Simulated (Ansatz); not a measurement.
The start is a relaxed C cell displaced along its unstable phonon at q = (½, 0, ½) of its primitive reciprocal cell (1104i cm⁻¹), largest move 0.15 Å. Cell shape, volume and atoms are optimised at zero target pressure with r2SCAN (plane waves to 500 eV, PAW, scalar-relativistic; Ansatz, a program for electronic structure). First-step values are on the input's coarse k-mesh.

Ansatz input (later rounds restart from its end on a renewed k-mesh):
Ansatz 0.2 input:
```yaml
crystal:
  lattice:
    - [4.0719164172, 0, 0]
    - [-1.0179791043, 1.7631915297, 0]
    - [2.0359582086, 0, 1.5715393504]
  atoms:
    - { symbol: C, position: [-0.042536502, -0.042536502, 0] }
    - { symbol: C, position: [0.542536502, 0.042536502, 0] }
basis: { ecutwfc: 500, ecutrho_ratio: 4, xc_grid: 4, fft_grid_basis: typed }
kpoints: { mp_grid: { grid: [20, 20, 20] } }
hamiltonian:
  xc: r2scan
  dispersion: none
  pseudopotentials: { azcp: { folder: ./paw }, kind: paw }
scf: { occupations: { method: fermi_dirac, width: 0.05 } }
relax: { f_tol: 0.01, max_steps: 100, cell: { stress_tol: 0.02 } }
output: { forces: true, stress: true }
```

**Question.** What pressure does the first self-consistent step give?

**Answer.** -4.8 GPa (negative: the cell is under tension).

**Question.** What is the largest force in the starting geometry, and on which atom (counted from 1)?

**Answer.** 4.47 eV/Å, on C1, C2 (atoms numbered as listed).

**Question.** How much energy is released per atom?

**Answer.** 2.60 eV/atom.

**Question.** Does it find its way back to the structure it was made from?

**Answer.** It does not go back: it reaches Fd-3m (No. 227), diamond type, 3.01 eV/atom below the parent.

**Question.** How do the shortest distances between atoms change?

**Answer.** The closest pairs of elements (up to four, under 3.6 Å), start → end: C–C 1.60 → 1.54 Å.

**Question.** What does it relax into? Give the structure.

**Answer.** 
```cif
data_C8
_chemical_formula_sum 'C8'
_space_group_name_H-M_alt 'Fd-3m :1'
_space_group_IT_number 227
_space_group_name_Hall 'F 4d 2 3 -1d'
_cell_length_a 3.56028
_cell_length_b 3.56028
_cell_length_c 3.56028
_cell_angle_alpha 90.000
_cell_angle_beta 90.000
_cell_angle_gamma 90.000
loop_
_atom_site_label
_atom_site_type_symbol
_atom_site_symmetry_multiplicity
_atom_site_Wyckoff_symbol
_atom_site_fract_x
_atom_site_fract_y
_atom_site_fract_z
_atom_site_occupancy
C1 C 8 b 0.50000 0.50000 0.50000 1
```
(The calculation used a cell of 2 atoms; values per cell refer to that cell.)

Final values are on a 22×22×22 k-mesh of the relaxed cell. No spin polarisation in the result.

The run could not lose the symmetry of its start.

Of the parent cell (P6/mmm (No. 191)): it is a generated cell of C: the first start was made by placing the elements on the sites of a structure type, and the end was not matched to a known phase here, so it may be hypothetical. Known forms of C include space group No. 194, 227.
